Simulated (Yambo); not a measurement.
Yambo run on Cs$_{2}$ScAgCl$_{6}$ (space group Fm-3m, No. 225). The wavefunctions are LDA (pw.x of Quantum ESPRESSO, ONCV potentials, scalar-relativistic) ones on a 2×2×2 mesh (45 occupied bands); a = b = c = 7.4964 Å, α = β = γ = 60.00°.

Yambo input:

```
gw0
dyson
el_el_corr
HF_and_locXC
ppa
em1d
EXXRLvcs= 86 Ry
VXCRLvcs= 344 Ry
Chimod= "HARTREE"
% BndsRnXp
 6 | 315 |
%
NGsBlkXp= 6 Ry
% LongDrXp
 1.0 | 1.0 | 1.0 |
%
PPAPntXp= 27.2114 eV
% GbndRnge
 1 | 315 |
%
GTermKind= "BG"
DysSolver= "n"
ExtendOut
% QPkrange
 2 | 2 | 45 | 46 |
 3 | 3 | 46 | 46 |
%
```

k points by index: 2 = L, 3 = X.

Resulting energies as the program prints them:

```
#    K-point    Band    Eo [eV]    E [eV]    E-Eo [eV]    Vxc [eV]    Vnlxc [eV]    Sc|Eo [eV]    Sc|E [eV]    dSc/dw|Eo [eV]    Re(Z)    Im(Z)
#
    2    45    0.000000    -1.019839    -1.019839    -19.78972    -24.40125    3.332716    3.591688    -6.908833    0.797512    -0.001551
    2    46    3.275844    5.146630    1.870786    -16.50697    -8.901319    -5.218173    -5.734861    -7.514352    0.783603    -0.002026
    3    46    3.138602    4.893627    1.755025    -14.94470    -8.767530    -4.019004    -4.422149    -6.250164    0.813211    -0.001387
```
(The two width columns are left out.) Convergence of these settings isn't established.

Spin-orbit coupling is not included.

Geometry of the Materials Project entry, not relaxed at this level.

The structure is a Materials Project entry; no match was found in the copy of COD used, and its stability was not checked.
